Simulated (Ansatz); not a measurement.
Is this CdAgF₄ structure stable?

The structure comes from a generated guess, relaxed at this level; another structure or a mixture of phases may lie lower.

These are results of Ansatz, DFT PBE, scalar-relativistic, plane waves, PAW, not measurements. The final run on the 6-atom cell used 420 eV, a Γ-centred 10×10×8 mesh, 0.10 eV smearing and collinear spin.

```yaml
crystal:
  lattice:
    - [3.88575, 0.00000, 0.00000]
    - [0.00000, 3.88575, 0.00000]
    - [0.00000, 0.00000, 5.45386]
  atoms:
    - { symbol: Cd, position: [0.00000, 0.00000, 0.00000] }
    - { symbol: Ag, position: [0.50000, 0.50000, 0.50000] }
    - { symbol: F, position: [0.50000, 0.00000, 0.75047] }
    - { symbol: F, position: [0.00000, 0.50000, 0.24953] }
    - { symbol: F, position: [0.50000, 0.00000, 0.24953] }
    - { symbol: F, position: [0.00000, 0.50000, 0.75047] }
```

Energies over the elements count from the elements' standard structures at the same level (F₂ as a molecule), with no fitted energy shifts.

**Question.** These tests were run: energy against the elements; phonons on a 2×2×1 q mesh. What do they show?

**Answer.**

| test | result |
| --- | --- |
| energy against the elements | −1.56 eV/atom |
| phonons on a 2×2×1 q mesh | imaginary modes down to 233i cm⁻¹ |

It fails one test: phonons on a 2×2×1 q mesh. So it isn't even a local minimum.

Another magnetic order may lie lower. The run for the phonons used a 10×10×8 k mesh and Gaussian smearing of 0.20 eV. The cell carries site moments Ag 0.5; F 0.1 (×4) μB.
